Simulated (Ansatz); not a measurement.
Na2ClF, ordered on the rocksalt lattice (R-3m) with 4 atoms a cell, relaxed with r2SCAN, was run in the PAW code Ansatz under altered settings. All numbers are computed, without spin polarisation but where a row says otherwise.

```
CELL_PARAMETERS angstrom
1.81069 1.04540 5.92066
-1.81069 1.04540 5.92066
0.00000 -2.09080 5.92066
ATOMIC_POSITIONS crystal
F 0.00000 0.00000 0.00000
Cl 0.50000 0.50000 0.50000
Na 0.26344 0.26344 0.26344
Na 0.73656 0.73656 0.73656
```

The base run's other keys:
```yaml
kpoints:
  mp_grid: { grid: [4, 4, 4] }
hamiltonian:
  xc: hse06
scf:
  occupations: { method: fixed }
  n_extra_bands: 5
```

It takes 12 iterations with 1297 plane waves at 420 eV and 13 k points, and leaves a mean stress of +0.90 GPa. The gap over this mesh is 5.778 eV.

Outcomes, with energy and stress as changes against the base:
```tsv
setting	outcome	ΔF (meV/atom)	Δ mean stress (GPa)	gap on the mesh (eV)	iterations
PBE hybrid, exx coeff 1.0, omega 0.5 1/Å	converged	–	-2.4	7.539	20
PBE hybrid, exx coeff -0.2, unscreened	refused	–	–	–	–
hamiltonian.pseudopotentials: ultrasoft	refused	–	–	–	–
basis.ecutwfc: 350	converged, warned	+23	0.0	5.774	13
```
A dash marks a value that wasn't obtained or can't be compared. Stress is positive in compression.

- PBE hybrid, exx coeff 1.0, omega 0.5 1/Å. That is 100 % exact exchange, screened with ω = 0.5 1/Å, against HSE06's 25 % screened at 0.208 1/Å. The mean stress moves by -2.4 GPa and the gap on the mesh by +1.761 eV (to 7.539). Totals of different functionals aren't comparable.
- PBE hybrid, exx coeff -0.2, unscreened. The program doesn't start. Error: invalid value for `hamiltonian.xc.exx.coeff`: must be finite and in (0, 1]; got -0.2
- hamiltonian.pseudopotentials: ultrasoft. The input is refused before any iteration. Error: YAML parse error: line 15 column 29: unknown variant `uspp`, expected one of nc, nc_fr, paw, paw_fr, all_electron
- basis.ecutwfc: 350. 1033 plane waves in place of 1297. The free energy moves by +23 meV an atom, the mean stress by 0.0 GPa and the gap on the mesh by -0.004 eV (to 5.774). The basis is too small: these are errors of the cutoff. Warned: cutoff below recommended.

The program warns that its thresholds are loose for a hybrid's stress.

The meshes of the hybrids are coarse, so their gaps aren't converged to the digits shown.
